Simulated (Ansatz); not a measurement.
Task: Each is relaxed and computed with plane-wave PAW PBEsol (Ansatz code). Which is the only metal?
(A) WN2, Pca2_1 (W on 4a, N on 4a, N on 4a)
(B) SiGeC2, P-4m2 (Si on 1a, C on 2g, Ge on 1c)
(C) SnC, wurtzite
(D) WC, Pm-3m (W on 3c, C on 3d)

Result: D, WC, Pm-3m (W on 3c, C on 3d). WC: metal; SnC: gap 0.96 eV (direct); SiGeC2: gap 1.38 eV (indirect); WN2: gap 0.57 eV. Typed or built starts, not in the databases checked: WC, Pm-3m (W on 3c, C on 3d); SnC, wurtzite; SiGeC2, P-4m2 (Si on 1a, C on 2g, Ge on 1c); WN2, Pca2_1 (W on 4a, N on 4a, N on 4a). Not the usual ambient phase: WC, Pm-3m (W on 3c, C on 3d). Began spin-polarised and lost the moments: WN2, Pca2_1 (W on 4a, N on 4a, N on 4a). All cells were relaxed under the symmetry of their starts (and spin orders); stability against distortions was not tested throughout. Named crystals with no word on spin ran without spin polarisation. Spin–orbit coupling is left out wherever it is not named.

Potentials: the earlier of the program's two PAW sets. The files were generated under PBE; for other functionals the program regenerates the frozen cores, and for LDA and PBEsol the local potential too.
